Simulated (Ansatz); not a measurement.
BaNbHO2 in space group P4/mmm (No. 123; Ba on 1d, Nb on 1a, O on 2f, H on 1b), PBE in the plane-wave PAW code Ansatz, all energies at zero smearing, with the estimated change up to a 700 eV cutoff added, with one set of potentials and settings (totals compare only within such a set). Cell of 5 atoms (1 Ba, 1 Nb, 2 O, 1 H): -11657.305 eV.

| element | reference phase | E (eV/atom) |
|---|---|---|
| Ba | Im-3m, 1 atoms in the cell | -5949.7005 |
| Nb | Im-3m, 1 atoms in the cell | -4552.3152 |
| O | C2/m, 4 atoms in the cell, spin-polarised | -565.0042 |
| H | Cmce, 4 atoms in the cell | -15.8829 |

Formation energy per atom, worked out: (-11657.305 − 1×(-5949.7005) − 1×(-4552.3152) − 2×(-565.0042) − 1×(-15.8829))/5 = -1.880 eV/atom (-181 kJ per mol of atoms), at 0 K, without zero-point energy or fitted corrections.

The start of the workflow was typed in or built on a structure type; neither database checked (COD, Materials Project) lists it. Its standing as an ambient phase is unchecked. The cell was relaxed with PBE under the symmetry of its start; whether a distortion lowers the energy is not shown. The workflow began spin-polarised and lost its moments. The cell computed holds one magnetic atom, so no antiferromagnetic order was within reach. The references are the lowest solids computed at this level, not always the standard phases (solids in place of the gases). Scalar-relativistic: spin–orbit coupling is off unless named, which matters more the heavier the elements.

Potentials: the earlier of the program's two PAW sets.
